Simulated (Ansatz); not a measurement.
B₆P:
Space group R-3m, hexagonal axes (No. 166); a = 5.9694 Å, b = 5.9694 Å, c = 11.7885 Å, α = 90.00°, β = 90.00°, γ = 120.00°

```json
[
 {"atom": "B", "site": "18h", "symmetry": ".m", "x": "0.1554", "y": "0.3109", "z": "0.0284"},
 {"atom": "B", "site": "18h", "symmetry": ".m", "x": "0.2087", "y": "0.1043", "z": "0.1176"},
 {"atom": "P", "site": "6c", "symmetry": "3m", "x": "0.0000", "y": "0.0000", "z": "0.4050"}
]
```
(The calculation used a cell of 14 atoms; values per cell refer to that cell.)

Relaxed with PBEsol. PBEsol in the plane-wave PAW code Ansatz gives a gap of 2.39 eV.

### Question
What gap does HSE06 give on the same cell (Ansatz, PAW)?

### Answer
3.25 eV, 0.86 eV more. The hybrid was solved on a coarser mesh and at special points; its gap is the smallest among all of these.

| k | v1 PBEsol | c1 PBEsol | v1 HSE06 | c1 HSE06 |
|---|---|---|---|---|
| Γ | -0.02 | 4.32 | ? | ? |
| T | -0.08 | 2.97 | ? | ? |
| L | -0.03 | 2.39 | -0.22 | 3.25 |
| F | -0.37 | 3.22 | -0.55 | 4.09 |
| S0 | -0.35 | 3.24 | ? | ? |
| H0 | -0.79 | 3.53 | ? | ? |

### Question
Top valence (v1) and lowest conduction level (c1) in eV from each method's valence maximum (which need not be a listed point): supply the withheld HSE06 values.

### Answer

- Γ, v1 HSE06: -0.21
- Γ, c1 HSE06: 5.26
- H0, v1 HSE06: -0.78
- H0, c1 HSE06: 4.44
- S0, v1 HSE06: -0.53
- S0, c1 HSE06: 4.13
- T, v1 HSE06: 0.00
- T, c1 HSE06: 3.92

Cost on shared cores: the PBEsol run (SCF on a 6×6×6 mesh, then bands and DOS) around 40 core-seconds (rough), the HSE06 run (SCF on 4×4×4, then a few points) roughly 2.9 core-minutes; the tasks are unlike.

The workflow started from a Materials Project entry (that database holds measured and hypothetical structures alike); the Crystallography Open Database copy checked does not list it. Its standing as an ambient phase is unchecked. The PBEsol relaxation kept the symmetry of its start; its stability against distortions is not shown here.

Potentials: the earlier of the program's two PAW sets.
